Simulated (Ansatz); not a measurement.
Here is the system:

Si2Rh:
```cif
data_Rh8Si16
_chemical_formula_sum 'Si16 Rh8'
_space_group_name_H-M_alt 'Fddd :1'
_space_group_IT_number 70
_space_group_name_Hall 'F 2 2 -1d'
_cell_length_a 4.38430
_cell_length_b 7.83720
_cell_length_c 9.61471
_cell_angle_alpha 90.000
_cell_angle_beta 90.000
_cell_angle_gamma 90.000
loop_
_atom_site_label
_atom_site_type_symbol
_atom_site_symmetry_multiplicity
_atom_site_Wyckoff_symbol
_atom_site_fract_x
_atom_site_fract_y
_atom_site_fract_z
_atom_site_occupancy
Si1 Si 16 f 0.00000 0.33245 0.00000 1
Rh1 Rh 8 a 0.00000 0.00000 0.00000 1
```
(The calculation used a cell of 6 atoms; values per cell refer to that cell.)

This is the PBE-relaxed structure.

### Question
All from PBE (plane waves, PAW; program Ansatz), unless another level is named. Predict the electronic character.

### Answer
metallic (no gap).

### Question
Next, the formation energy from the elements (no fitted shifts)?

### Answer
-0.22 eV/atom.

### Question
Predict the density of states at the Fermi level.

### Answer
0.46 states/eV per atom (mean over ±0.08 eV).

The cell is a constructed one: a structure type filled with these elements; neither database checked (COD, Materials Project) lists it. Its standing as an ambient phase is unchecked. The cell was relaxed with PBE under the symmetry of its start; whether a distortion lowers the energy is not shown. No spin polarisation was allowed. The references are the lowest solids computed at this level, not always the standard phases. Spin–orbit coupling is left out wherever it is not named.

Potentials: the later of the program's two PAW sets.
